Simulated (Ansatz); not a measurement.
## Sr2CdPt2: do energies and stresses tell the same story?

Level of theory: Ansatz 0.2.0, DFT PBEsol, scalar-relativistic, plane waves, PAW.

Cutoff 420 eV; k points 10×10×10 on the computed 5-atom cell (Γ-centred); Gaussian smearing, width 0.10 eV; no spin polarisation.

Relaxed cell: Immm, a = 4.527 Å, b = 5.869 Å, c = 9.083 Å, α = 90.00°, β = 90.00°, γ = 90.00°, 5 atoms in the primitive cell.

Energies at zero smearing and pressures from the stress tensor, at volumes with shape and atoms relaxed:
| V (Å³/atom) | E − E(first) (meV/atom) | P (GPa) |
| --- | --- | --- |
| 21.957 | 0.00 | 8.25 |
| 22.681 | -29.79 | 5.03 |
| 23.405 | -46.15 | 2.30 |
| 24.129 | -51.16 | 0.00 |
| 24.852 | -46.60 | -1.93 |
| 25.576 | -34.06 | -3.53 |

Task: Check P = −dE/dV between neighbouring volumes, and get the bulk modulus from the pressures alone.

Result: With 1 eV/Å³ = 160.2 GPa:
```
middle V (Å³/atom)  −ΔE/ΔV (GPa) mean P (GPa)
            22.319         6.594         6.639
            23.043         3.620         3.664
            23.767         1.109         1.151
            24.490        -1.009        -0.962
            25.214        -2.776        -2.731
```

The two differ by 0.05 GPa at most. The mean of two end pressures misses the average over a step by about ΔV² P″/12, up to 0.04 GPa here; with that taken off 0.02 GPa remains. Around V = 24.129 Å³/atom, the two neighbours give B = −V ΔP/ΔV = 24.129 × 4.22 / 1.448 = 70.4 GPa, against B0 = 70.2 GPa from the Birch–Murnaghan fit of the energies.

Spin–orbit coupling is left out, which can shift energies with elements as heavy as these.

Cost: 7 runs of about 29 core-minutes in all, on Arm Neoverse V1 (shared hosts).